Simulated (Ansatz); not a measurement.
A generator proposed this cell of BiTe2N.

```
Bi Te N
1.0
    -3.11841    3.11841    3.42670
     3.11841   -3.11841    3.42670
     3.11841    3.11841   -3.42670
Bi Te N
1 2 1
Direct
  0.50000 0.50000 0.00000
  0.75000 0.25000 0.50000
  0.25000 0.75000 0.50000
  0.00000 0.00000 0.00000
```

Level of theory: DFT PBE, scalar-relativistic, plane waves, PAW (Ansatz 0.2.0). Plane waves to 420 eV, a k mesh through Γ of 4×4×4 on the computed 4-atom cell and Gaussian smearing (0.10 eV); no spin polarisation.

Energies over the elements count from the elements' standard structures at the same level (N₂ as a molecule), with no fitted energy shifts.

**Question.** Estimate its pressure, forces and energy as it stands.

**Answer.** The pressure is -9.2 GPa (the mean over three directions, positive in compression), the largest force is 0.00 eV/Å (symmetry fixes the atoms), and the energy is +1.68 eV/atom against the elements. The shortest distance is 3.43 Å.

**Question.** Is it a good guess?

**Answer.** A rough one: relaxing gains about 0.36 eV/atom (the start's value is from the coarse mesh, so the gain is rough) in 12 ionic steps and ends at +1.32 eV/atom on the finer mesh. The symmetry stays I4/mmm (No. 139). The volume per atom shrinks by 25.7 %, from 33.3 to 24.8 Å³. The shortest distance goes from 3.43 Å (Bi–N and Te–Te) to 2.95 Å (Bi–N and Te–Te). Conventional cell: a = 5.799 Å, c = 5.895 Å. Bi has 2 N at 2.95 Å and 8 Te at 3.25 Å; Te is surrounded by 2 Te at 2.95 Å, 4 Bi at 3.25 Å and 4 N at 3.25 Å; N is surrounded by 2 Bi at 2.95 Å and 8 Te at 3.25 Å.

The last run used a 12×12×12 mesh for its 4-atom cell and Gaussian smearing of 0.10 eV. These runs have no spin–orbit coupling, which can matter for Bi and Te. The reference form of Te is held partly by dispersion forces, which this level lacks. The relaxation can't lower the symmetry of the start, and the grade says only how near the guess is to its own end. Symmetry constrained the relaxation, so the result can be a saddle point.
